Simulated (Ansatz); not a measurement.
## Magnetic orders of TaV

All numbers below come from DFT r2SCAN, scalar-relativistic, plane waves, PAW (Ansatz 0.2.0).

```
CELL_PARAMETERS angstrom
1.60670 -2.30777 0.00000
1.60670 2.30777 0.00000
0.00000 0.00000 4.34136
ATOMIC_POSITIONS crystal
Ta 0.00000 0.00000 0.00000
V 0.50000 0.50000 0.50000
```

```
plane-wave cutoff                               : 500 eV
Γ-centred k-mesh                                : 16×16×10
occupation rule                                 : Gaussian smearing, 0.1 eV
list of starting moments (μB, in atom order)    : 0 3.5
check for lower electronic states after the SCF : off
```

All runs keep this geometry, which isn't relaxed for the lowest state (largest force there 0.000 eV/Å, pressure -0.6 GPa) and needn't be a stable compound; relaxing each order can shift differences of a few meV. r2SCAN tends to overstate moments in metals, so a weak moment here may be absent in the real material. Site moments are spin moments in atom-centred spheres that scale with the neighbour distance. The states are those that the runs reached from these starts; a lower one can exist. No antiferromagnetic start is among these.

```
                          start ends energy above lowest (meV/atom) site moments (μB) gap on mesh (eV) P (GPa)
                        no spin non-magnetic                            18.9     none over 0.05             metal     -3.2
large parallel starting moments ferromagnetic                            0.00            V +0.93             metal     -0.6
```

Cost: 2 runs of about 2.5 core-minutes in all, on Arm Neoverse V2 (shared hosts).